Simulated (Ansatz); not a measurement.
## Elastic constants of SnTe: input and output

These are results of Ansatz 0.2.0, DFT PBEsol, scalar-relativistic, plane waves, PAW, not measurements.

Launched with:
```bash
ansatz run input.yaml --threads 1 --pin off --max-ram 4096MiB --backend cpu --events-out ev --progress --plain --runs-dir out
```

Input (bare energies are in eV):
```yaml
crystal:
  lattice:
    - [0.0, 3.1440242593, 3.1440242593]
    - [3.1440242593, 0.0, 3.1440242593]
    - [3.1440242593, 3.1440242593, 0.0]
  atoms:
    - { symbol: Sn, position: [0.0, 0.0, 0.0] }
    - { symbol: Te, position: [0.5, 0.5, 0.5] }
basis:
  ecutwfc: 420
kpoints:
  mp_grid: { grid: [10, 10, 10] }
hamiltonian:
  xc: pbesol
scf:
  occupations: { method: gaussian, width: 0.01 }
output:
  forces: true
  stress: true
  eigenvalues: true
elastic:
  mode: relaxed_ion
```

From the output:
```
--- Elastic constants: 2 strain directions × 4 members + reference (group order 48) ---
  dense FFT box of the reference and of every strained cell: 30×30×30
  strains applied: 11, 23; error gains: componentwise 1.00 (the most a stress slope's error grows in a printed constant), spectral 1.73 (1 for all six strains in a standard setting)
  C = ∂σ_k/∂η_j (tension-positive GPa; Voigt order 11 22 33 23 13 12):
       136.019      3.016      3.016     -0.000     -0.000      0.000
         3.016    136.019      3.016      0.000     -0.000     -0.000
         3.016      3.016    136.019      0.000      0.000     -0.000
         0.000      0.000      0.000     16.824     -0.000     -0.000
         0.000     -0.000      0.000      0.000     16.824      0.000
        -0.000      0.000     -0.000     -0.000     -0.000     16.824
  reference stress σ⁰ (GPa):      0.001      0.001      0.001      0.000     -0.000     -0.000
  C* (energy form; C + prestress term) asymmetry max|C*_kj − C*_jk| = 1.332e-15 GPa — a small one proves nothing (zero by symmetry where the batch's group is 432, −43m or m−3m); a large one is finite-difference/SCF noise where every solve ...
  moduli (Voigt/Reuss/Hill, GPa): K = 47.35/47.35/47.35   G = 36.69/23.99/30.34   E = 75.01   ν = 0.236
  mechanically stable: yes (min eigenvalue of sym C = 16.82 GPa)
  strain η (Voigt 11):  stress-route row diagonal C_11 = 136.02 GPa, energy-path curvature d²(F+E_count+ΔE)/dδ²/Ω₀ = 136.07 GPa
    cells at ±δ against ±2δ: C11 136.03 and 136.08 GPa, apart by 0.03 % of the column's largest entry
         δ    σ_11 (GPa) F (eV) n_scf n_hpsi n_pw
    -4.000e-3      -0.5569      -12851.8486944       7   36335   1243   relax 0 steps, max|allowed force component| 6.71e-30 eV/Å
    -2.000e-3      -0.2743      -12851.8490175       3   27551   1243   relax 0 steps, max|allowed force component| 1.14e-29 eV/Å
     2.000e-3       0.2698      -12851.8490175       3   28927   1243   relax 0 steps, max|allowed force component| 2.29e-29 eV/Å
     4.000e-3       0.5317      -12851.8487048       6   31289   1243   relax 0 steps, max|allowed force component| 3.63e-29 eV/Å
  strain η (Voigt 23):  stress-route row diagonal C_44 = 16.82 GPa, energy-path curvature d²(F+E_count+ΔE)/dδ²/Ω₀ = 16.84 GPa
    cells at ±δ against ±2δ: C44 16.82 and 16.83 GPa, apart by 0.02 % of the column's largest entry
         δ    σ_23 (GPa) F (eV) n_scf n_hpsi n_pw
    -4.000e-3      -0.0673      -12851.8490697       6   54718   1243   relax 0 steps, max|allowed force component| 9.23e-29 eV/Å
    -2.000e-3      -0.0336      -12851.8491089       3   49915   1243   relax 0 steps, max|allowed force component| 3.43e-29 eV/Å
     2.000e-3       0.0336      -12851.8491089       3   47199   1243   relax 0 steps, max|allowed force component| 1.26e-29 eV/Å
     4.000e-3       0.0673      -12851.8490697       4   43614   1243   relax 0 steps, max|allowed force component| 2.86e-29 eV/Å
```

It took 69 s on 1 thread of Intel(R) Xeon(R) Platinum 8488C (Sapphire Rapids), with other jobs on the host, peak memory 0.53 GiB.